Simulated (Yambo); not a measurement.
Yambo run on Rh2O3 (corundum, space group R-3c, No. 167). The wavefunctions are PBEsol (Quantum ESPRESSO, PseudoDojo norm-conserving, 88 Ry, scalar-relativistic) ones on a 2×2×2 mesh (52 occupied bands); a = b = c = 5.4997 Å, α = β = γ = 55.76°.

Yambo input:

```
rim_cut
gw0
dyson
el_el_corr
HF_and_locXC
ppa
em1d
RandQpts= 1000000
RandGvec= 1 Ry
EXXRLvcs= 88 Ry
VXCRLvcs= 352 Ry
Chimod= "HARTREE"
% BndsRnXp
 17 | 185 |
%
NGsBlkXp= 7 Ry
% LongDrXp
 1.0 | 1.0 | 1.0 |
%
PPAPntXp= 27.2114 eV
% GbndRnge
 1 | 130 |
%
GTermKind= "none"
DysSolver= "n"
ExtendOut
% QPkrange
 1 | 1 | 52 | 53 |
 3 | 3 | 53 | 53 |
%
```

k points by index: 1 = Γ, 3 = F.

Table of the .qp output:

```
#    K-point    Band    Eo [eV]    E [eV]    E-Eo [eV]    Vxc [eV]    Vnlxc [eV]    Sc|Eo [eV]    Sc|E [eV]    dSc/dw|Eo [eV]    Re(Z)    Im(Z)
#
    1    52    0.000000    0.748705    0.748705    -22.97039    -27.94451    5.945414    5.722826    -8.091229    0.770801    -0.001367
    1    53    0.818600    2.096403    1.277802    -23.28781    -19.27618    -2.356777    -2.733830    -8.028863    0.772164    -0.001703
    3    53    0.540716    1.799220    1.258504    -23.17718    -18.93188    -2.621772    -2.986796    -7.892045    0.775175    -0.001317
```
(The two width columns are left out.) Convergence of these settings isn't established.

Spin-orbit coupling is not included.

Geometry of the Materials Project entry, not relaxed at this level.
